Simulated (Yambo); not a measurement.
Yambo input for GaAl$_{3}$N$_{4}$ (space group Pm, No. 6) (a = 5.0377 Å, b = 3.1254 Å, c = 5.4112 Å, α = γ = 90.00°, β = 90.04°), on norm-conserving PBEsol (Quantum ESPRESSO, 84 Ry, without SOC) wavefunctions on a 6×8×6 mesh:

```
optics
chi
dipoles
kernel
FFTGvecs= 40 Ry
Chimod= "HARTREE"
NGsBlkXd= 3 Ry
% QpntsRXd
 1 | 1 |
%
% BndsRnXd
 1 | 70 |
%
GrFnTpXd= "R"
% EnRngeXd
 0.0 | 20.0 | eV
%
% DmRngeXd
 0.2 | 0.2 | eV
%
CGrdSpXd= 50
ETStpsXd= 161
% LongDrXd
 1.0 | 0.0 | 0.0 |
%
```

First lines of the file o-*.eps_q1_inv_rpa_dyson:

```
Absorption @ Q(1):   1.00000000     0.00000000     0.00000000    [q->0 direction]
#
# [ X ] Hartree size     :   51
# [GEN] GF Energies     : Perdew, Burke & Ernzerhof SOL(X)+Perdew, Burke & Ernzerhof SOL(C)
# [GEN] Green`s Function     : Retarded
#
# [GEN] Gauge     : Length
# [GEN] [r,Vnl] included     : yes
#
#    E[1] [eV]     Im(eps)     Re(eps)     Im(eps_o)     Re(eps_o)
#
     0.000000     -0.53316E-15     4.875193     0.32297E-18     5.147212
     0.125000     0.003407     4.876252     0.003595     5.148331
     0.250000     0.006830     4.879436     0.007207     5.151691
     0.375000     0.010288     4.884760     0.010854     5.157309
     0.500000     0.013799     4.892251     0.014555     5.165212
     0.625000     0.017381     4.901947     0.018328     5.175439
     0.750000     0.021054     4.913898     0.022194     5.188041
     0.875000     0.024841     4.928167     0.026176     5.203082
     1.000000     0.028765     4.944830     0.030298     5.220640
     1.125000     0.032855     4.963980     0.034587     5.240810
     1.250000     0.037140     4.985729     0.039074     5.263702
     1.375000     0.041657     5.010205     0.043795     5.289450
     1.500000     0.046447     5.037563     0.048792     5.318207
     1.625000     0.051560     5.067983     0.054115     5.350158
     1.750000     0.057057     5.101679     0.059822     5.385516
     1.875000     0.063011     5.138905     0.065988     5.424537
     2.000000     0.069519     5.179962     0.072706     5.467521
     2.125000     0.076699     5.225213     0.080093     5.514833
     2.250000     0.084716     5.275101     0.088308     5.566911
     2.375000     0.093790     5.330173     0.097567     5.624296
     2.500000     0.104239     5.391112     0.108176     5.687665
     2.625000     0.116539     5.458797     0.120595     5.757881
     2.750000     0.131451     5.534376     0.135553     5.836068
     2.875000     0.150277     5.619377     0.154300     5.923715
     3.000000     0.175458     5.715809     0.179170     6.022775
     3.125000     0.212050     5.825951     0.214987     6.135463
     3.250000     0.271318     5.949867     0.272494     6.261883
     3.375000     0.374204     6.070123     0.371616     6.385457
     3.500000     0.499682     6.119280     0.492125     6.442155
     3.625000     0.517889     6.151292     0.510889     6.483967
     3.750000     0.534851     6.306674     0.529312     6.643909
     3.875000     0.670090     6.490934     0.660724     6.831823
     4.000000     0.863057     6.552366     0.846610     6.903458
```
(The file goes on to the top of the energy range.) Convergence of the RPA response with its 6×8×6 mesh was not tested.

Geometry of the Materials Project entry, not relaxed at this level.

The structure is a Materials Project entry; no match was found in the copy of COD used, and its stability was not checked.
